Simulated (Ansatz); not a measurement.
**Notes on NaAg**

```
CELL_PARAMETERS angstrom
0.00000 3.48132 3.48132
3.48132 0.00000 3.48132
3.48132 3.48132 0.00000
ATOMIC_POSITIONS crystal
Ag 0.50000 0.50000 0.50000
Ag 0.75000 0.75000 0.75000
Na 0.00000 0.00000 0.00000
Na 0.25000 0.25000 0.25000
```

Method: PBE, no spin polarisation; PAW, plane waves to 420 eV, 8×8×8 Γ-centred mesh, fermi-dirac occupations (width 0.1 eV) (Ansatz 0.2.0), atoms fixed.

Contacts: Ag–Ag at 3.01 Å: least valence density 0.18 e/Å³ and ELF 0.18 there. Ag–Na at 3.01 Å: least valence density 0.08 e/Å³ and ELF 0.04 there. Na–Na at 3.01 Å: least valence density 0.04 e/Å³ and ELF 0.03 there, so no covalent bond. These are pseudo-fields; inside the PAW spheres they differ from the all-electron ones.
Stress: The pressure is 1.1 GPa (compression positive), so with the atoms held at these fractions the cell would first expand.
Charges: Bader charges in e: Na +0.73, Ag -0.73. In the mean Na gives up most and Ag takes most.
At the Fermi level: It is a metal, with about 1.3 states/eV a cell as the mean within 0.25 eV of the Fermi level.

Origin: a known structure type with other elements, at an estimated volume, so it need not be a known compound.
